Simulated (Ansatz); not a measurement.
Relaxed candidate structures of CsI:

A. F-43m (No. 216), cF8, zinc blende type; a = b = c = 8.7238 Å, α = β = γ = 90.00°; I 4c (0.250, 0.250, 0.250); Cs 4a (0.000, 0.000, 0.000)

B. Pm-3m (No. 221), cP2, CsCl type; a = b = c = 4.6100 Å, α = β = γ = 90.00°; Cs 1a (0.000, 0.000, 0.000); I 1b (0.500, 0.500, 0.500)

Problem. Put the candidates in order of energy per atom, lowest first, for r2SCAN (plane waves to 500 eV, PAW, scalar-relativistic; Ansatz, a program for electronic structure).

Solution. B (reference, the lowest of the structures calculated here), A (+0.136 eV/atom)

Problem. Give each candidate's band gap.

Solution. No candidate is metallic. A: 4.29 eV (no spin-orbit coupling); B: 4.51 eV (no spin-orbit coupling).

Each run could gain symmetry but not lose that of its start, so entries can be saddle points. From databases, or of a type measured for this composition: Pm-3m, cP2, CsCl type; the others are generated cells (placed on structure types, drawn at random, substituted or restacked) that were not matched to a known phase here. Static energies at zero pressure. No spin polarisation in the result.
